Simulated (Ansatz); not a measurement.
# LaRu$_{2}$, a database entry at a rescaled volume

```xyz
6
Lattice="0.0000 3.8169 3.8169 3.8169 0.0000 3.8169 3.8169 3.8169 0.0000" Properties=species:S:1:pos:R:3 pbc="T T T"
Ru    4.7711    4.7711    4.7711
Ru    4.7711    2.8627    2.8627
Ru    2.8627    2.8627    4.7711
Ru    2.8627    4.7711    2.8627
La    0.0000    0.0000    0.0000
La    1.9085    1.9085    1.9085
```

Single point in Ansatz 0.2.0 with r2SCAN, no spin polarisation. Cutoff 500 eV, PAW datasets, 8×8×8 Γ-centred k mesh, fermi-dirac filling (width 0.1 eV).

Question: How is the charge shared?

Answer: Bader charges in e: La +1.28, Ru -0.64. In the mean La gives up most and Ru takes most.

Question: What is the formation energy?

Answer: -0.09 eV an atom against the elements' usual phases (free molecules for gases, crystals otherwise, with no correction for O₂ or N₂), so it is bound against them; other compounds may still compete. Relaxing would lower it.

Question: Metal or insulator?

Answer: It is a metal, with about 7.4 states/eV a cell as the mean within 0.25 eV of the Fermi level, mostly Ru d (84 %).

Question: Describe some of the short contacts.

Answer: Ru–Ru at 2.70 Å: least valence density 0.38 e/Å³ and ELF 0.28 there. Ru–La at 3.16 Å: least valence density 0.20 e/Å³ and ELF 0.17 there. La–La at 3.31 Å: least valence density 0.12 e/Å³ and ELF 0.04 there. Both are smooth PAW fields, read partly inside the augmentation spheres.

Question: Is the cell too large or too small?

Answer: The pressure is 2.7 GPa (compression positive), so with the atoms held at these fractions the cell would first expand.

Origin: a database entry at a rescaled volume. Caveats: many states at the Fermi level without spin polarisation, so a magnetic state may lie lower; f levels without a U or exact exchange are poorly placed.

Run time, from a saved density: 76 s on 1 thread of Arm Neoverse V1, with other jobs on the host, peak memory 0.75 GiB. The time holds forces, stress, Bader, DOS, bands, ELF.
